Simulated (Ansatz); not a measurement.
Theory: DFT PBE, scalar-relativistic, plane waves, PAW in Ansatz. All cells share a 420 eV cutoff and Γ-centred k meshes spaced about 0.3 Å⁻¹ or finer (0.25 for metals, 2π included). Collinear spin in cells that started with moments and kept them past the coarse steps, no spin elsewhere.

All energies are static (0 K, no zero-point motion). All come from trial cells, and lower structures may exist.

**Question.** Order these relaxed structures of Zr2MnN2 by energy, lowest first, with the energy over the lowest of them.
A.

```xyz
5
Lattice="-1.6204 1.6204 5.9489 1.6204 -1.6204 5.9489 1.6204 1.6204 -5.9489" Properties=species:S:1:pos:R:3 pbc="T T T"
Zr    0.0000    0.0000    4.1835
Zr    0.0000    0.0000    7.7142
Mn    0.0000    0.0000    0.0000
N     0.0000    0.0000    1.9354
N     0.0000    0.0000    9.9624
```

B.

```xyz
5
Lattice="1.9075 1.1013 5.8442 -1.9075 1.1013 5.8442 0.0000 -2.2025 5.8442" Properties=species:S:1:pos:R:3 pbc="T T T"
Zr    0.0000    0.0000    4.1062
Zr    0.0000    0.0000   13.4264
Mn    0.0000    0.0000    0.0000
N     0.0000    0.0000   15.6362
N     0.0000    0.0000    1.8964
```

**Answer.** A (0 meV/atom), B (271 meV/atom). Forms: A I4/mmm, moments up to 2.0 μB; B R-3m, moments up to 2.0 μB. Counting N atoms around Mn and Zr (those within 1.25 times the shortest such distance or 1.15 times the sum of covalent radii, 1.27 where that leaves under three): A has Zr 5, Mn 2; B has Zr 4, Mn 2.

Another magnetic order may lie lower. Cells relaxed within their symmetry can be saddle points. Some structure types and database cells were kept out of the candidates from the start, so a known form may be missing.
